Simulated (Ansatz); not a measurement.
A bilayer cut from bulk C (space group R-3m), in the bulk's stacking and in-plane cell, with 15 Å of vacuum. The upper layer (atoms 3 to 4) slides over the lower.

```yaml
crystal:
  lattice:
    - [2.45522, 0.00000, 0.00000]
    - [1.22761, 2.12628, 0.00000]
    - [0.00000, 0.00000, 18.34222]
  atoms:
    - { symbol: C, position: [0.16667, 0.16667, 0.40889] }
    - { symbol: C, position: [0.83333, 0.83333, 0.40890] }
    - { symbol: C, position: [0.83333, 0.83333, 0.59110] }
    - { symbol: C, position: [0.50000, 0.50000, 0.59111] }
```

In-plane vectors a = (2.455, 0.000) Å, b = (1.228, 2.126) Å, area 5.22 Å². The shift is s times the vector a (length 2.455 Å), so s = 1 restores the start. Atoms relax along the normal only. γ = [E(shift) − E(0)] / area.

Calculation: r2SCAN+rVV10 (plane waves to 500 eV, PAW, scalar-relativistic; Ansatz, an electronic-structure program). k mesh 15×15×1 (Γ-centred), Fermi-Dirac smearing 0.05 eV. E is the zero-smearing estimate. C was relaxed with its symmetry unable to fall. This is one of several known forms of C; the measured ambient cells at hand have space group No. 194 or 225 or 227. The zero of γ is zero shift.

```tsv
s	γ (mJ/m²)
0.000	0.0
0.083	1.4
0.167	6.4
0.250	14.3
0.333	22.7
0.417	22.8
0.500	withheld
0.583	22.8
0.667	22.7
0.750	14.3
0.833	6.4
0.917	1.4
```

Question: Fit a Fourier form (three harmonics of 1 − cos and sin) to the given rows and predict γ at s = 0.500.

Answer: Least squares on the 11 given rows: γ = (12.68)·[1 − cos(2πs)] + (2.01)·[1 − cos(4πs)] + (-1.64)·[1 − cos(6πs)], in mJ/m²; root-mean-square residual 0.48 mJ/m². At 0.500 the fit gives 22.1 mJ/m²; the calculation gives 24.6 mJ/m², so the interpolation is off by -2.5 (-10.2 %). 

(The slope of γ gives the shear force per area between the displaced halves; near zero shift its curvature is an elastic stiffness.)
